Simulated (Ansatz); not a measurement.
# Magnetic states of NiO

```
CELL_PARAMETERS angstrom
0.00000 4.17180 4.17180
2.08590 0.00000 2.08590
2.08590 2.08590 0.00000
ATOMIC_POSITIONS crystal
Ni 0.00000 0.00000 0.00000
O 0.25000 0.50000 0.50000
Ni 0.50000 0.00000 0.00000
O 0.75000 0.50000 0.50000
```

All energies were calculated with Ansatz 0.2.0 (r2SCAN; 500 eV; 5×10×10 Γ-centred mesh; fermi-dirac occupations of width 0.050 eV). The atoms are fixed and numbered as listed; spin is collinear, without spin-orbit coupling.

The cycle has several fixed points for this cell. Moments (μB):

| state | Ni1 | Ni3 | other atoms together | size of the net moment a cell |
| --- | --- | --- | --- | --- |
| A | 1.67 | 1.67 | 0.57 | 4.00 |
| B | 0.00 | 0.00 | 0.00 | 0.00 |
| C | 1.58 | -1.58 | 0.00 | 0.00 |

Site moments are taken in small spheres that don't touch (radius about 0.4 of the atom's shortest bond), so those of the magnetic atoms read low, and they needn't add up to the net moment. State B was run without spin polarisation.

Question: Which state has the lowest energy at zero smearing, and how far up are the others?

Answer: State C (antiparallel, compensated) is lowest; A (parallel moments) lies 84 meV above it, B (without moments) lies 536 meV above it, all counted an atom of the cell.

Question: Which states have a gap on the mesh, and what pressure does each exert on this cell?

Answer: A: gap 0.81 eV, 3.0 GPa; B: no gap, -9.4 GPa; C: gap 2.47 eV, -1.1 GPa (positive in compression). Moments take up room: without them the pressure is lower, so that state wants a smaller cell.

Question: What do states A and C say about the exchange?

Answer: Between A and C the moments keep their size (1.67 against 1.58 μB in the mean), so the difference mostly measures the exchange between the flipped sites: the antiparallel order gains 168 meV for each Ni atom. The nearest flipped pair stands 2.95 Å apart. Flipped pairs are linked through O; the widest Ni–O–Ni angle among the nearer links is 180°, at 4.17 Å between the metal atoms. A nearly straight link favours antiparallel spins by superexchange as a rule of thumb, which fits.

Question: How much does the cell gain by forming moments?

Answer: 536 meV an atom of the cell, or 1072 meV for each Ni atom, against state B, which has none. A run without spin would miss this and give wrong energies and forces. That state isn't the paramagnet, which keeps its moments, so this is no ordering energy.

The cell is that of a Crystallography Open Database entry, unchanged but doubled along one cell vector so that moments can oppose.

Caveats: only orders that fit this cell and collinear spins were tried, so the true order may need a larger cell or canted moments; atoms and cell are not relaxed, and each state would relax in its own way; semilocal functionals without U often misplace the states of 3d oxides, halides and chalcogenides; the k mesh is coarse, so differences of a few meV are uncertain where a state is a metal; one start a pattern, so a lower state of the same pattern may exist; the nearest magnetic atoms form triangles, which frustrates antiparallel coupling, so the true order may be non-collinear or need another cell.
